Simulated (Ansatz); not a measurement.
Relaxed-ion elastic tensor of LiF (rock salt, Fm-3m) in GPa (Voigt order), the program Ansatz at the PBE level (PAW); density 2.56 g/cm³, 8.41 Å³ per atom.

|  | 1 | 2 | 3 | 4 | 5 | 6 |
|---|---|---|---|---|---|---|
| 1 | 109 | 46.7 | 46.7 | 0.0 | 0.0 | 0.0 |
| 2 | 46.7 | 109 | 46.7 | 0.0 | 0.0 | 0.0 |
| 3 | 46.7 | 46.7 | 109 | 0.0 | 0.0 | 0.0 |
| 4 | 0.0 | 0.0 | 0.0 | 60.4 | 0.0 | 0.0 |
| 5 | 0.0 | 0.0 | 0.0 | 0.0 | 60.4 | 0.0 |
| 6 | 0.0 | 0.0 | 0.0 | 0.0 | 0.0 | 60.4 |

### Question
Is the crystal mechanically stable?

### Answer
Yes: the smallest eigenvalue of C is 60.4 GPa.

### Question
Work out the Voigt, Reuss and Hill averages.

### Answer
K_V = 67.4, K_R = 67.4, K_H = 67.4; G_V = 48.7, G_R = 43.8, G_H = 46.2 GPa.

### Question
Give Young's modulus, Poisson's ratio, Pugh's ratio and the universal anisotropy index.

### Answer
E = 9KG/(3K + G) = 113 GPa; ν = 0.22; K/G = 1.46 (brittle by the Pugh limit of 1.75); A_U = 5G_V/G_R + K_V/K_R − 6 = 0.55.

### Question
Estimate the sound speeds and the Debye temperature.

### Answer
v_l = √((K + 4G/3)/ρ) = 7100 m/s, v_t = √(G/ρ) = 4250 m/s, mean 4700 m/s; Θ = (h/k)(3n/4πV)^(1/3) v_m = 688 K.

### Question
Give the Zener ratio and Young's modulus along [100], [110] and [111].

### Answer
A = 2C44/(C11 − C12) = 1.95; 1/E = S11 − 2(S11 − S12 − S44/2)Γ with Γ = 0, 1/4, 1/3 gives 80.7, 118, 140 GPa.

### Question
Solve the Christoffel equation for the three sound speeds along [100], [110], [111].

### Answer
Eigenvalues of C_ijkl n_j n_l equal ρv². In km/s, slowest first: [100] 4.86, 4.86, 6.52; [110] 3.48, 4.86, 7.35; [111] 3.99, 3.99, 7.60.

Symmetry was held in the PBE relaxation; phonons on a q-mesh show no instability.

Potentials: the later of the program's two PAW sets.
